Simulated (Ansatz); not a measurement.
Density of states of a AlTl$_{2}$Ga$_{4}$B$_{3}$N$_{10}$ cell (elements on a zinc blende lattice, relaxed), per eV and atom, broadened by Gaussian smearing of width 0.1 eV and averaged over bins of 0.3 eV, from 8 eV under the Fermi level at most up to where the solved bands end.

Theory: DFT PBE, scalar-relativistic, plane waves, PAW in Ansatz 0.2.0.

Cutoff 420 eV; k points 6×7×4 on the computed 20-atom cell (Γ-centred); Gaussian smearing, width 0.02 eV; no spin polarisation.

```
CELL_PARAMETERS angstrom
2.31276 2.24590 4.47995
-2.17940 -2.15570 4.36818
6.66548 -4.27294 2.26696
ATOMIC_POSITIONS crystal
B 0.10828 0.02545 0.60249
B 0.60880 0.99257 0.78684
B 0.89448 0.50536 0.20120
N 0.57969 0.88718 0.63038
N 0.49476 0.32697 0.79889
N 0.95292 0.88541 0.75533
N 0.45556 0.86953 0.96443
N 0.77616 0.82408 0.22247
N 0.73776 0.38185 0.37411
N 0.16813 0.92921 0.42401
N 0.06233 0.31180 0.62722
N 0.84776 0.42720 0.03460
N 0.22816 0.40217 0.17005
Al 0.50990 0.49969 0.98974
Ga 0.10380 0.48849 0.80674
Ga 0.40871 0.00769 0.19376
Ga 0.79350 0.99899 0.41378
Ga 0.69787 0.50741 0.60291
Tl 0.01957 0.99232 0.98758
Tl 0.30308 0.49345 0.40137
```

| E − E_F (eV) | total | N 2p | Ga 4p | B 2p | N 2s |
| --- | --- | --- | --- | --- | --- |
| -7.90 | 0.292 | 0.153 | 0.017 | 0.016 | 0.009 |
| -7.60 | 0.283 | 0.148 | 0.014 | 0.017 | 0.011 |
| -7.30 | 0.302 | 0.155 | 0.016 | 0.024 | 0.013 |
| -7.00 | 0.348 | 0.178 | 0.018 | 0.028 | 0.017 |
| -6.70 | 0.411 | 0.216 | 0.019 | 0.031 | 0.021 |
| -6.40 | 0.336 | 0.180 | 0.016 | 0.026 | 0.019 |
| -6.10 | 0.221 | 0.122 | 0.012 | 0.018 | 0.013 |
| -5.80 | 0.271 | 0.158 | 0.016 | 0.031 | 0.015 |
| -5.50 | 0.338 | 0.204 | 0.024 | 0.045 | 0.013 |
| -5.20 | 0.405 | 0.249 | 0.030 | 0.053 | 0.015 |
| -4.90 | 0.482 | 0.305 | 0.035 | 0.062 | 0.016 |
| -4.60 | 0.441 | 0.284 | 0.032 | 0.051 | 0.016 |
| -4.30 | 0.396 | 0.260 | 0.030 | 0.038 | 0.017 |
| -4.00 | 0.380 | 0.256 | 0.031 | 0.028 | 0.016 |
| -3.70 | 0.391 | 0.272 | 0.032 | 0.025 | 0.014 |
| -3.40 | 0.461 | 0.327 | 0.042 | 0.024 | 0.014 |
| -3.10 | 0.436 | 0.318 | 0.038 | 0.019 | 0.011 |
| -2.80 | 0.504 | 0.376 | 0.045 | 0.016 | 0.011 |
| -2.50 | 0.488 | 0.375 | 0.038 | 0.012 | 0.009 |
| -2.20 | 0.472 | 0.373 | 0.032 | 0.009 | 0.008 |
| -1.90 | 0.500 | 0.405 | 0.026 | 0.009 | 0.007 |
| -1.60 | 0.581 | 0.485 | 0.024 | 0.008 | 0.006 |
| -1.30 | 0.523 | 0.446 | 0.017 | 0.006 | 0.005 |
| -1.00 | 0.192 | 0.166 | 0.005 | 0.003 | 0.003 |
| -0.70 | 0.122 | 0.108 | 0.002 | 0.001 | 0.003 |
| -0.40 | 0.024 | 0.022 | 0.000 | 0.000 | 0.001 |
| -0.10 | 0.000 | 0.000 | 0.000 | 0.000 | 0.000 |
| 0.20 | 0.000 | 0.000 | 0.000 | 0.000 | 0.000 |
| 0.50 | 0.002 | 0.001 | 0.000 | 0.000 | 0.001 |
| 0.80 | 0.007 | 0.002 | 0.000 | 0.000 | 0.002 |
| 1.10 | 0.024 | 0.009 | 0.001 | 0.000 | 0.005 |
| 1.40 | 0.045 | 0.019 | 0.003 | 0.001 | 0.008 |
| 1.70 | 0.106 | 0.045 | 0.008 | 0.005 | 0.016 |
| 2.00 | 0.335 | 0.146 | 0.026 | 0.014 | 0.038 |
| 2.30 | 0.150 | 0.068 | 0.012 | 0.005 | 0.015 |
| 2.60 | 0.053 | 0.009 | 0.013 | 0.005 | 0.008 |
| 2.90 | 0.157 | 0.030 | 0.032 | 0.016 | 0.024 |
| 3.20 | 0.301 | 0.061 | 0.055 | 0.031 | 0.047 |
| 3.50 | 0.345 | 0.077 | 0.054 | 0.035 | 0.051 |
| 3.80 | 0.301 | 0.071 | 0.043 | 0.033 | 0.040 |
| 4.10 | 0.269 | 0.060 | 0.045 | 0.028 | 0.034 |
| 4.40 | 0.307 | 0.068 | 0.054 | 0.028 | 0.036 |

The columns after the total are the largest Löwdin projections on the valence shells of the potentials, so they needn't add up, and the weight of a shell that a potential lacks goes to other orbitals. The cell has a gap on the mesh of 0.99 eV.

Spin-orbit coupling is left out, which matters for the bands of heavy elements. The gap is read on a mesh, which can miss the band edges, so it can be too wide.

Cost: 2 runs of about 10 core-minutes in all (earlier runs that led there not counted), on Arm Neoverse V2 (shared hosts).